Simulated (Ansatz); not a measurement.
MnBr₂ (P-3m1); spiral at 0.667 of the way from Γ to A.

```
CELL_PARAMETERS angstrom
3.82000 0.00000 0.00000
-1.91000 3.30822 0.00000
0.00000 0.00000 6.19000
ATOMIC_POSITIONS crystal
Mn 0.00000 0.00000 0.00000
Br 0.33333 0.66667 0.25000
Br 0.66667 0.33333 0.75000
```

The geometry is a structure as deposited in COD (the entry's cell lengths or inner coordinates differ somewhat from later room-temperature determinations), held fixed and not relaxed.

Functional, mesh and filling: LDA, 7×7×6 k mesh, Fermi–Dirac smearing of 0.03 eV, spiral q = (0.0000, 0.0000, 0.3333). PAW means Ansatz 0.2.0 on its default frozen-core files. Site moments are integrated in spheres about the atoms. Start moments (μB): Mn1 4.4.

The self-consistent cycle went as follows.

```tsv
iteration	Harris–Foulkes energy less the last (meV)	density residual (eV)	∫|m| (μB)
1	-15026.167	2.2e+02	0.6312
2	-3516.439	1.6e+01	4.4791
3	-404.325	3.1e+00	4.9784
4	356.426	7.5e-01	4.9714
5	179.871	4.3e-01	4.9713
6	164.884	3.3e-02	4.9768
7	91.502	1.1e-02	4.9768
8	48.838	2.7e-03	4.9765
9	24.716	1.2e-03	4.9769
10	0.044	1.0e-04	4.9778
11	0.001	2.7e-05	4.9778
12	-0.001	1.7e-05	4.9778
13	0.001	3.6e-06	4.9778
14	0.000	5.0e-07	4.9778
15	0.000	3.7e-08	4.9778
```

Site moments (μB): Mn1 4.38, Br2 0.12, Br3 0.12. Cell moment 4.88 μB in the turning frame.

The PAW files were made with PBE; the program remakes their cores once for the run's functional and then keeps them frozen. The Ansatz runs typed with the search for lower states off end where their start leads. None of this fixes the real material's magnetic order: only patterns that fit the cell were computed, at zero temperature, with a functional that can overstate moments.
